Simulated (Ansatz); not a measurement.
In plane-wave PAW PBE (Ansatz code), C in the orthorhombic phase (Imma; C on 8g, C on 8h) relaxes to a = 4.891 Å, b = 7.800 Å, c = 3.310 Å. C on 8g has 3 nearest neighbours from 1.38 Å (trigonal planar); C on 8h has 3 nearest neighbours from 1.40 Å (trigonal planar).

Electronic character: no gap, with almost no states at the Fermi level (zero-gap or semimetallic).

The bulk modulus is 125 GPa.

The start of the workflow was typed in or built on a structure type; neither database checked (COD, Materials Project) lists it. It is not the phase usual at ambient conditions (space group No. 194, 227). The cell was relaxed with PBE under the symmetry of its start; whether a distortion lowers the energy is not shown.

Potentials: the later of the program's two PAW sets.
